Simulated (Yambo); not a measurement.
Yambo run on MgPdF$_{6}$ (space group R-3, No. 148). The wavefunctions are PBEsol (pw.x of Quantum ESPRESSO, ONCV potentials, no spin-orbit coupling) ones on a 4×4×4 mesh (35 occupied bands); a = b = c = 5.333 Å, α = β = γ = 55.07°.

Yambo input:

```
rim_cut
gw0
dyson
el_el_corr
HF_and_locXC
cohsex
em1s
RandQpts= 1000000
RandGvec= 1 Ry
EXXRLvcs= 84 Ry
VXCRLvcs= 336 Ry
Chimod= "HARTREE"
% BndsRnXs
 6 | 120 |
%
NGsBlkXs= 6 Ry
% LongDrXs
 1.0 | 1.0 | 1.0 |
%
ExtendOut
% QPkrange
 7 | 7 | 35 | 36 |
%
```

k points by index: 7 = F.

Table of the .qp output:

```
#    K-point    Band    Eo [eV]    E [eV]    E-Eo [eV]    Vxc [eV]    Vnlxc [eV]    Sc|Eo [eV]    Re(Z)    Im(Z)
#
    7    35    0.000000    -2.884663    -2.884663    -24.37877    -31.93932    4.675893    1.000000    0.000000
    7    36    1.885154    3.150248    1.265094    -24.63594    -20.30438    -3.066470    1.000000    0.000000
```
(The two width columns are left out.) Convergence of these settings isn't established.

Geometry of the Materials Project entry, not relaxed at this level.
